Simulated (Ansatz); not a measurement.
**Response of LiGa to small distortions**

```
Li Ga
1.0
     0.00000    3.08450    3.08450
     3.08450    0.00000    3.08450
     3.08450    3.08450    0.00000
Li Ga
2 2
Direct
  0.00000 0.00000 0.00000
  0.25000 0.25000 0.25000
  0.50000 0.50000 0.50000
  0.75000 0.75000 0.75000
```

Atom numbers follow the list: Li1, Li2, Ga3, Ga4.

The cell is COD entry 1540165, as deposited and not checked against the literature; nothing was relaxed.

Theory: DFT, PBEsol, all-electron LAPW, scalar-relativistic in Ansatz 0.2.0.

Sampling and basis: a Γ-centred 12×12×12 k mesh, Fermi–Dirac smearing of 0.05 eV, basis error target 0.5 meV/atom, no spin polarisation.

The unchanged cell is at -0.29 GPa.

In a metal, stresses and small energies carry noise from the k mesh.

x, y and z are the Cartesian axes of the cell as listed; fractional coordinates follow a strain, and an engineering shear is twice the off-diagonal strain component.

Task: With this change (equal xy, yz and zx engineering shear strains of -2 %), what becomes of the energy and stress and forces?

Result: Energy change +3 meV/atom; stress change (xx, yy, zz, yz, xz, xy) 0.08, 0.08, 0.08, 1.08, 1.08, 1.08 GPa, compression positive; change of the force on Ga3 (0.017, 0.017, 0.017) eV/Å.

Task: With this change (equal xy, yz and zx engineering shear strains of -1 %), what becomes of the energy and stress?

Result: Energy change under 1 meV/atom; stress change (xx, yy, zz, yz, xz, xy) 0.02, 0.02, 0.02, 0.47, 0.47, 0.47 GPa, compression positive.

With equal xy, yz and zx engineering shear strains of +1 %: energy change under 1 meV/atom; stress change (xx, yy, zz, yz, xz, xy) 0.02, 0.02, 0.02, -0.44, -0.44, -0.44 GPa, compression positive.

Task: With this change (equal xy, yz and zx engineering shear strains of +2 %), what becomes of the energy and stress and forces?

Result: Energy change +2 meV/atom; stress change (xx, yy, zz, yz, xz, xy) 0.08, 0.08, 0.08, -0.98, -0.98, -0.98 GPa, compression positive; change of the force on Ga4 (0.029, 0.029, 0.029) eV/Å.
